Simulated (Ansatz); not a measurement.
**Computed properties of HfSn3O8 (rutile sites, Cmmm)**

All numbers come from the PAW code Ansatz. Simulation only: non-magnetic, and no claim that this is the phase found in nature.

The cell is HfSn3O8 on the sites of the rutile structure (relaxed group Cmmm); cell and atoms were relaxed with r2SCAN. The symmetry is Cmmm (No. 65, orthorhombic); a = 6.752 Å, b = 6.775 Å, c = 6.416 Å in the conventional setting, 12.23 Å³ an atom. Sn is surrounded by 6 O at 2.06–2.07 Å; O is surrounded by 3 Sn at 2.06–2.07 Å; O is surrounded by 2 Sn at 2.06–2.07 Å and 1 Hf at 2.08 Å; Hf is surrounded by 6 O at 2.08 Å; O is surrounded by 2 Sn at 2.07 Å and 1 Hf at 2.08 Å.

```xyz
12
Lattice="3.3875 -3.3759 0.0000 3.3875 3.3759 0.0000 0.0000 0.0000 6.4164" Properties=species:S:1:pos:R:3 pbc="T T T"
Sn    3.3875    0.0000    0.0000
Sn    0.0000    0.0000    4.8181
O     1.3229    0.0000    0.0000
O     5.4521    0.0000    0.0000
O     3.3875   -1.3191    4.8204
O     3.3875    1.3191    4.8204
Hf    3.3875    0.0000    3.2082
Sn    0.0000    0.0000    1.5983
O     1.3067    0.0000    3.2082
O     5.4683    0.0000    3.2082
O     3.3875   -1.3191    1.5960
O     3.3875    1.3191    1.5960
```

Relaxed lattice by functional, symmetry kept:
```json
{"functional": "PBE", "k mesh": "6×6×4", "a (Å)": "6.837", "b (Å)": "6.860", "c (Å)": "6.484", "volume (Å³/atom)": "12.67"}
{"functional": "r2SCAN", "k mesh": "6×6×4", "a (Å)": "6.752", "b (Å)": "6.775", "c (Å)": "6.416", "volume (Å³/atom)": "12.23"}
{"functional": "PBEsol", "k mesh": "6×6×4", "a (Å)": "6.760", "b (Å)": "6.783", "c (Å)": "6.429", "volume (Å³/atom)": "12.28"}
```

Gaps on the r2SCAN cell, each the least over its mesh and the special points:
```
  level  k mesh  gap (eV)    kind  edges  least direct gap (eV)
    PBE   6×6×4      2.01  direct      Γ                   2.01
PBE+SOC   6×6×4      2.01  direct      Γ                   2.01
 r2SCAN   6×6×4      2.66  direct      Γ                   2.66
```
PBE: smearing of 0.02 eV; the others have fixed occupations.
Wave cutoffs: 420 eV, 500 eV (r2SCAN). Set aside, since their points miss a band edge that the other levels read or their mesh is too coarse: HSE06, PBE0.

With r2SCAN the gap is 2.66 eV and direct, at Γ. Spin-orbit coupling changes the PBE gap by +0.01 eV, to 2.01 eV.

For gaps to 0.1 eV, spin-orbit coupling (up to 0.01 eV here) can be left out. All these functionals give a gap of the same kind, direct.

On the PBEsol cell (a = 6.760 Å, b = 6.783 Å, c = 6.429 Å), with PBEsol: All optical modes at Γ are real, from 94 to 748 cm⁻¹ without the longitudinal term; this says nothing of other wave vectors. The long-range field leaves the highest mode where it is. The program warns that the force constants, and all that is formed from them, aren't settled on this k mesh. ε∞: 4.51, 4.42 and 4.95 along x, y and z. With the ions relaxed, ε⁰ is 16.1, 15.5 and 13.5 along x, y and z. Born charges, averaged over directions: Sn +4.29 to +4.37, O -2.37 to -2.15, Hf +5.50 e. The program notes that the ground state's band table doesn't vouch for all the bands that the response reads.

Only the levels marked +SOC include spin-orbit coupling.
